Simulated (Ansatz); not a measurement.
Relaxed Ta (bcc, W type):

```yaml
crystal:
  lattice:
    - [-3.28193, 3.28193, 3.28193]
    - [1.64096, -1.64096, 1.64096]
    - [1.64096, 1.64096, -1.64096]
  atoms:
    - { symbol: Ta, position: [0.00000, 0.00000, 0.00000] }
    - { symbol: Ta, position: [0.50000, 0.00000, 0.00000] }
```

In this cell atom 1 (Ta, nearest neighbour Ta at 2.842 Å; its periodic images, 2.8 Å or more away, move with it) is moved by s along Cartesian [110], unit vector (0.707, 0.707, 0.000); all other atoms and the cell stay fixed.

These are PBEsol (plane waves to 420 eV, PAW, scalar-relativistic; Ansatz, an electronic-structure program) values and carry that method's errors. k mesh 8×16×16 (Γ-centred), Fermi-Dirac smearing 0.05 eV. Stress and pressure are positive under compression. With partly filled bands, energies and forces of such displacements shift with the k mesh and the smearing. F∥ is the force on the atom along that direction. F⊥ is the part of the force across the line. Spin-orbit coupling is left out, though Ta is heavy. Ta is run without spin polarisation. Ta was relaxed with its symmetry unable to fall. The PAW data are Ansatz's earlier set. 

| s (Å) | P (GPa) | F∥ (eV/Å) | |F⊥| (eV/Å) |
|---|---|---|---|
| -0.280 | 2.6 | 1.673 | (withheld) |
| -0.224 | 1.7 | 1.339 | (withheld) |
| -0.168 | 1.0 | 1.003 | (withheld) |
| -0.112 | 0.5 | 0.655 | (withheld) |
| -0.056 | 0.2 | 0.319 | 0.097 |
| 0.000 | 0.1 | 0.000 | 0.000 |
| 0.056 | 0.2 | -0.319 | 0.097 |
| 0.112 | 0.5 | -0.655 | (withheld) |
| 0.168 | 1.0 | -1.003 | (withheld) |
| 0.224 | 1.7 | -1.339 | (withheld) |
| 0.280 | 2.6 | -1.673 | (withheld) |

### Question
Fill in the missing entries.

### Answer

- -0.280, |F⊥| (eV/Å): 0.679
- -0.224, |F⊥| (eV/Å): 0.499
- -0.168, |F⊥| (eV/Å): 0.345
- -0.112, |F⊥| (eV/Å): 0.210
- 0.112, |F⊥| (eV/Å): 0.210
- 0.168, |F⊥| (eV/Å): 0.345
- 0.224, |F⊥| (eV/Å): 0.499
- 0.280, |F⊥| (eV/Å): 0.679

(For displaced atoms, the force is minus the slope of the energy, and its curvature is a force constant, which sets phonon frequencies.)
